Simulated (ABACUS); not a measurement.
Sensitivity of a calculation on Mo2N (I4_1/amd, 6 atoms in the cell; from Materials Project mp-27953) to its settings

```
CELL_PARAMETERS angstrom
     -2.12778     2.12778     3.97509
      2.12778    -2.12778     3.97509
      2.12778     2.12778    -3.97509
ATOMIC_POSITIONS crystal
  Mo 0.98696 0.48696 0.50000
  Mo 0.23696 0.23696 0.00000
  Mo 0.76304 0.76304 0.00000
  Mo 0.51304 0.01304 0.50000
  N  0.25000 0.75000 0.50000
  N  0.50000 0.50000 0.00000
```

Base run A: PBEsol, PseudoDojo 0.4 standard norm-conserving PBEsol (tails mended) pseudopotentials run with ABACUS 3.10.1, self-consistent single point.

Its settings: KPT = Gamma 5 5 5 0 0 0; basis_type = pw; ecutwfc = 84 Ry; smearing_method = gaussian; smearing_sigma = 0.0199916 Ry; potentials = PseudoDojo 0.4 standard norm-conserving PBEsol (tails mended); symmetry = 1; symmetry_prec = 1e-05; ks_solver = dav; scf_nmax = 100; scf_thr = 1.0e-09 Ry; mixing_type = broyden; mixing_beta = 0.7.

The structure comes from a collection of computed structures, made at another level of theory; the collection holds predicted forms beside known ones. No clean gap shows at this smearing width and mesh (spacing up to 0.42 Å⁻¹); the mesh is coarse for partly filled bands, so the values carry mesh errors.

ΔF is the free energy per atom less that of run A. A dash stands where there is no value to compare (another energy zero, no result, no clean gap). Total energies depend on the potentials, the functional and any Hubbard or dispersion term, so they are compared only between runs that share all of them.

Runs:
- B: lattice scaled by 0.985
- C: smearing_sigma: 0.0199916 Ry → 0.0220496 Ry
- D: vdw_method: default → d3_bj; vdw_abc: default → 1 [PBEsol-D3(BJ) with three-body term]
- E: KPT: Gamma 5 5 5 0 0 0 → Gamma 4 4 4 0.5 0.5 0.5
- F: lattice vector c scaled by 1.01
- G: pseudopotentials: PseudoDojo 0.4 standard norm-conserving PBEsol (tails mended) → PseudoDojo 0.4 standard norm-conserving LDA (tails mended); dft_functional: default → PWLDA [LDA (PW92)]
- H: pseudopotentials: PseudoDojo 0.4 standard norm-conserving PBEsol (tails mended) → PseudoDojo 0.5 standard norm-conserving PBE (tails mended); dft_functional: default → GGA_X_WC+GGA_C_PBE [Wu-Cohen GGA]
- I: symmetry: 1 → 0; symmetry_prec: 1e-05 → default
- J: scf_nmax: 100 → 200; mixing_beta: 0.7 → 0.4
- K: scf_nmax: 100 → 200; mixing_gg0: default → 0.5
- L: basis: plane waves (ecutwfc 84 Ry) → SZP numerical atomic orbitals, energy shift 0.003 Ry, with the solver, grid and threshold of that basis type

| run | ΔF (meV/atom) | pressure (GPa) | largest force (eV/Å) | k-points |
|---|---|---|---|---|
| A | 0.00 | -6.42 | 0.248 | 18 |
| B | 3.3 | 9.01 | 0.036 | 18 |
| C | -2.6 | -6.37 | 0.246 | 18 |
| D | – | -11.91 | 0.250 | 18 |
| E | 11.0 | -6.08 | 0.119 | 11 |
| F | 7.5 | -9.36 | 0.246 | 39 |
| G | – | -11.75 | 0.320 | 18 |
| H | – | -4.02 | 0.188 | 18 |
| I | 0.00 | -6.42 | 0.249 | 63 |
| J | 0.00 | -6.42 | 0.249 | 18 |
| K | 0.00 | -6.42 | 0.249 | 18 |
| L | 562.3 | 1.20 | 0.111 | 18 |

Run E against A: The free energy rises by 11.0 meV/atom, the pressure goes from -6.42 to -6.08 GPa and the largest force goes from 0.248 to 0.119 eV/Å.

Run F against A: The free energy rises by 7.5 meV/atom, the pressure goes from -6.42 to -9.36 GPa and the largest force hardly changes (0.248 to 0.246 eV/Å).

Small differences between rows can be mesh errors.

Some of these runs use potentials made for another functional than their own.

The atomic orbitals were generated for these runs; they are not ABACUS's published sets and were checked against plane waves on a few crystals only.

“Tails mended”: in these copies of the files the far tail of each local potential was reset to the Coulomb form.
